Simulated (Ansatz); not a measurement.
## Gd2Al3Sn with scf.occupations.width, scf.occupations.method changed

All numbers are calculated (PBEsol, collinear spin, no spin-orbit coupling; Ansatz, PAW set soft_2, 420 eV, k-mesh 8×8×4), not measured. These are the settings of the reference run.

Cell:

```
Al Gd Sn
1.0
     3.58031    0.00000    0.00000
     0.00000    4.57700    0.00000
     0.00000    0.00000    7.97051
Al Gd Sn
3 2 1
Direct
  0.50000 0.00000 0.83018
  0.50000 0.00000 0.15678
  0.50000 0.50000 0.67576
  0.00000 0.50000 0.99590
  0.00000 0.00000 0.50501
  0.50000 0.50000 0.33638
```

The reference run of this cell is solved again as a single point with these keys changed:

| key | reference run | changed run |
| --- | --- | --- |
| scf.occupations.width | 0.05 | not typed |
| scf.occupations.method | gaussian | tetrahedron_uncorrected |

Question: How far do the results move?

Answer: 

```
                                    quantity  reference run  changed run
energy, changed less reference (meV an atom)              0         12.1
                              pressure (GPa)            0.0          0.1
                        largest force (eV/Å)           0.00         0.04
                        gap on the mesh (eV)           0.00         0.00
                     moment of the cell (μB)          14.01        13.97
```

The energy moves by 12 meV an atom (0.07 eV for the cell). It took 20 iterations.

Caveats: the reference run: Gd without a U keeps its half-filled shell, but its 4f levels lie too near the Fermi level; the reference run: open f or d shells may hold a state above the lowest; a single point, atoms not relaxed again.
